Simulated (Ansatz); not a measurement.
**Lattice vibrations of Si7N at Γ**

Computed with DFT PBE, scalar-relativistic, plane waves, PAW (Ansatz 0.2.0). Plane waves to 420 eV; Γ-centred k mesh 6×6×6; Gaussian smearing of 0.10 eV. No spin polarisation. Phonons by linear response, acoustic sum rule imposed.

Relaxed structure:
```yaml
crystal:
  lattice:
    - [3.59822, 2.07743, 6.48044]
    - [-3.59822, 2.07743, 6.48044]
    - [0.00000, -4.15487, 6.48044]
  atoms:
    - { symbol: Si, position: [0.43942, 0.43942, 0.43942] }
    - { symbol: Si, position: [0.56058, 0.56058, 0.56058] }
    - { symbol: Si, position: [0.43704, 0.94397, 0.43704] }
    - { symbol: Si, position: [0.56296, 0.05603, 0.56296] }
    - { symbol: Si, position: [0.56296, 0.56296, 0.05603] }
    - { symbol: Si, position: [0.43704, 0.43704, 0.94397] }
    - { symbol: Si, position: [0.96095, 0.96095, 0.40011] }
    - { symbol: Si, position: [0.40011, 0.96095, 0.96095] }
    - { symbol: Si, position: [0.96095, 0.40011, 0.96095] }
    - { symbol: Si, position: [0.59989, 0.03905, 0.03905] }
    - { symbol: Si, position: [0.03905, 0.03905, 0.59989] }
    - { symbol: Si, position: [0.03905, 0.59989, 0.03905] }
    - { symbol: Si, position: [0.94397, 0.43704, 0.43704] }
    - { symbol: Si, position: [0.05603, 0.56296, 0.56296] }
    - { symbol: N, position: [0.09489, 0.09489, 0.09489] }
    - { symbol: N, position: [0.90511, 0.90511, 0.90511] }
```

The cell was found from a proposed guess, not taken from experiment. In a metal, frequencies depend on the k mesh and the smearing, soft modes most.

Optical modes at Γ:
```tsv
frequency (THz)	degeneracy
2.73	1
2.89	2
3.32	2
3.49	2
4.08	1
4.90	2
5.19	1
5.78	2
6.33	1
9.03	1
10.72	1
11.20	1
11.39	2
12.08	2
12.13	1
12.24	2
12.36	1
12.50	2
12.90	1
12.97	1
13.40	2
13.78	1
14.11	2
14.23	1
14.78	2
14.83	1
15.17	2
15.64	1
19.33	2
19.50	2
```

All 45 optical modes at Γ are real: no displacement of atoms at fixed cell lowers the energy to second order. Strains and modes at other wave vectors aren't tested by this run.
